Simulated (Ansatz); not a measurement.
Input:

SnC (NiAs type, P6_3/mmc), a = b = 3.332 Å, c = 5.797 Å, α = β = 90.00°, γ = 120.00°.

This is the PBE+D3(BJ)-relaxed structure.

**Question.** All from the program Ansatz at the PBE+D3(BJ) level (PAW), unless another level is named. Predict the electronic character.

**Answer.** metallic (no gap).

**Question.** Predict the density of states at the Fermi level.

**Answer.** 0.30 states/eV per atom (mean over ±0.08 eV).

**Question.** Predict the gap with spin–orbit coupling.

**Answer.** none (metallic).

A made-up cell: these elements were put on the sites of a structure type; neither database checked (COD, Materials Project) lists it. Its standing as an ambient phase is unchecked. The PBE+D3(BJ) relaxation kept the symmetry of its start; whether a distortion lowers the energy is not shown. Spin–orbit coupling is left out wherever it is not named.

Potentials: the earlier of the program's two PAW sets.
